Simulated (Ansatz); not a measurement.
Al₂Cu:
Space group I4/mcm (No. 140); a = b = 5.995 Å, c = 4.825 Å, α = β = γ = 90.00°

```json
[
 {"atom": "Cu", "site": "4a", "symmetry": "422", "x": "0.0000", "y": "0.0000", "z": "0.2500"},
 {"atom": "Al", "site": "8h", "symmetry": "m.2m", "x": "0.3407", "y": "0.1593", "z": "0.0000"}
]
```
(The calculation used a cell of 6 atoms; values per cell refer to that cell.)

Relaxed with PBEsol.

Problem. Which orbitals make up the states near the Fermi level in the program Ansatz at the PBEsol level (PAW)?

Solution. Within 0.5 eV of the Fermi level: Al 3p 58 %, Al 3s 23 %, Cu 3d 9 %, outside the projected shells 6 %. Projections are on Löwdin-orthogonalised atomic valence shells; empty p or d shells of many metals are not among them.

Problem. Tabulate the density of states.

Solution. States/eV per cell of 6 atoms, in 0.25 eV bins, energy from the Fermi level.

| E (eV) | total | Cu 3d | Al 3p | Al 3s |
|---|---|---|---|---|
| -7.85 | 1.18 | 0.04 | 0.60 | 0.37 |
| -7.60 | 1.24 | 0.06 | 0.63 | 0.38 |
| -7.35 | 1.34 | 0.09 | 0.68 | 0.40 |
| -7.10 | 1.42 | 0.12 | 0.72 | 0.41 |
| -6.85 | 1.47 | 0.16 | 0.73 | 0.43 |
| -6.60 | 1.63 | 0.22 | 0.78 | 0.48 |
| -6.35 | 1.83 | 0.33 | 0.84 | 0.51 |
| -6.10 | 2.04 | 0.49 | 0.86 | 0.53 |
| -5.85 | 2.43 | 0.80 | 0.91 | 0.56 |
| -5.60 | 3.28 | 1.53 | 0.96 | 0.62 |
| -5.35 | 5.20 | 3.37 | 0.97 | 0.67 |
| -5.10 | 6.19 | 4.74 | 0.79 | 0.46 |
| -4.85 | 6.56 | 5.35 | 0.74 | 0.28 |
| -4.60 | 8.12 | 6.59 | 0.98 | 0.25 |
| -4.35 | 9.87 | 8.62 | 0.82 | 0.22 |
| -4.10 | 18.31 | 16.68 | 1.14 | 0.26 |
| -3.85 | 8.44 | 7.32 | 0.66 | 0.28 |
| -3.60 | 5.71 | 4.51 | 0.73 | 0.35 |
| -3.35 | 10.04 | 8.52 | 0.97 | 0.41 |
| -3.10 | 4.13 | 2.50 | 1.09 | 0.41 |
| -2.85 | 2.98 | 1.24 | 1.25 | 0.35 |
| -2.60 | 2.19 | 0.73 | 0.99 | 0.35 |
| -2.35 | 2.33 | 0.63 | 1.18 | 0.38 |
| -2.10 | 2.35 | 0.55 | 1.26 | 0.40 |
| -1.85 | 2.38 | 0.58 | 1.29 | 0.36 |
| -1.60 | 1.96 | 0.36 | 1.12 | 0.34 |
| -1.35 | 1.86 | 0.26 | 1.14 | 0.33 |
| -1.10 | 2.03 | 0.23 | 1.31 | 0.34 |
| -0.85 | 2.13 | 0.23 | 1.32 | 0.41 |
| -0.60 | 2.55 | 0.30 | 1.47 | 0.56 |
| -0.35 | 2.38 | 0.25 | 1.37 | 0.55 |
| -0.10 | 2.17 | 0.20 | 1.25 | 0.52 |
| 0.15 | 1.76 | 0.14 | 1.00 | 0.43 |
| 0.40 | 1.66 | 0.12 | 0.99 | 0.38 |
| 0.65 | 1.60 | 0.10 | 0.98 | 0.35 |
| 0.90 | 1.50 | 0.09 | 0.92 | 0.32 |
| 1.15 | 1.64 | 0.10 | 0.96 | 0.37 |
| 1.40 | 1.92 | 0.11 | 1.07 | 0.44 |
| 1.65 | 1.80 | 0.11 | 0.91 | 0.44 |
| 1.90 | 2.11 | 0.12 | 1.00 | 0.50 |
| 2.15 | 2.27 | 0.11 | 1.09 | 0.51 |
| 2.40 | 2.57 | 0.11 | 1.25 | 0.59 |
| 2.65 | 2.90 | 0.11 | 1.41 | 0.67 |
| 2.90 | 2.56 | 0.09 | 1.25 | 0.59 |
| 3.15 | 2.44 | 0.08 | 1.20 | 0.56 |
| 3.40 | 2.49 | 0.07 | 1.23 | 0.57 |
| 3.65 | 2.72 | 0.07 | 1.33 | 0.64 |
| 3.90 | 2.44 | 0.05 | 1.18 | 0.54 |
| 4.15 | 2.42 | 0.05 | 1.16 | 0.52 |
| 4.40 | 2.36 | 0.04 | 1.14 | 0.49 |
| 4.65 | 2.76 | 0.05 | 1.37 | 0.52 |

Symmetry was held in the PBEsol relaxation. No spin polarisation was allowed. Axis ratios of metals converge slowly with the k-mesh, so a and c are less sure than the volume.

Potentials: the earlier of the program's two PAW sets. The files were generated under PBE; for other functionals the program regenerates the frozen cores, and for LDA and PBEsol the local potential too.
